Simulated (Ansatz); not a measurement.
Property card for MoRu5

Level of theory: Ansatz, DFT PBE, scalar-relativistic, plane waves, PAW.

Settings: cutoff 420 eV, Γ-centred mesh 18×18×4 on the computed 6-atom cell, Gaussian smearing of 0.10 eV; no spin polarisation.

The structure is relaxed at this level of theory with its symmetry kept, and needn't be the ground state of this composition.

```
CELL_PARAMETERS angstrom
2.73834 0.00000 0.00000
-1.36917 2.37147 0.00000
0.00000 0.00000 13.03453
ATOMIC_POSITIONS crystal
Mo 0.00000 0.00000 0.50000
Ru 0.33333 0.66667 0.00000
Ru 0.33333 0.66667 0.32874
Ru 0.33333 0.66667 0.67126
Ru 0.00000 0.00000 0.83674
Ru 0.00000 0.00000 0.16326
```

- Space group: P-6m2 (No. 187)
- Volume per atom: 14.11 Å³
- Formation energy from the elements' standard states (uncorrected): +0.031 eV/atom
- Kohn–Sham band gap: none (metal)
- Density of states at the Fermi level: 5.9 states/eV per cell
- Orbital (Löwdin) character within 0.5 eV of the Fermi level: Ru 4d 77 %, Mo 4d 15 %
- Bulk modulus: 298 GPa
- Its pressure derivative: 4.7
- Bader charge by site (e): Mo (1 in the cell) 0.42, Ru (1 in the cell) 0.01, Ru (2 in the cell) -0.21, Ru (2 in the cell) -0.01

The cell was found from a structure generator's guess, not taken from experiment. Löwdin shares on free-atom orbitals overweight diffuse shells.
